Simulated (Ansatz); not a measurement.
This cell of BP (zinc blende) is off equilibrium:

```
CELL_PARAMETERS angstrom
      0.00000     2.27424     2.27424
      2.27424     0.00000     2.27424
      2.27424     2.27424     0.00000
ATOMIC_POSITIONS crystal
  P  0.69009 0.69009 0.69009
  B  0.00000 0.00000 0.00000
```

Method: PBE (plane waves to 420 eV, PAW, scalar-relativistic; Ansatz, a program for electronic structure). k mesh 10×10×10 (Γ-centred), Fermi-Dirac smearing 0.05 eV. The energy includes the smearing's −TS. Compression counts positive. As the smearing reaches across the gap at some points, energies and forces of such displacements shift with the k mesh and the smearing. BP was relaxed with its symmetry unable to fall.

Problem. Predict the force on every atom, in eV/Å.

Solution. 
| atom | Fx | Fy | Fz |
|---|---|---|---|
| P1 | 1.396 | 1.396 | 1.396 |
| B2 | -1.396 | -1.396 | -1.396 |

Problem. Give the stress tensor in GPa and the pressure.

Solution. 
```
    8.3     -1.2     -1.2
   -1.2      8.3     -1.2
   -1.2     -1.2      8.3
```
The pressure, a third of the trace, is 8.3 GPa.

Problem. In it atom 1 sits (-0.273, -0.273, -0.273) Å away from its relaxed site. What is its energy relative to the relaxed cell?

Solution. 1014 meV/cell.

(For displaced atoms, the force is minus the slope of the energy, and its curvature is a force constant, which sets phonon frequencies.)
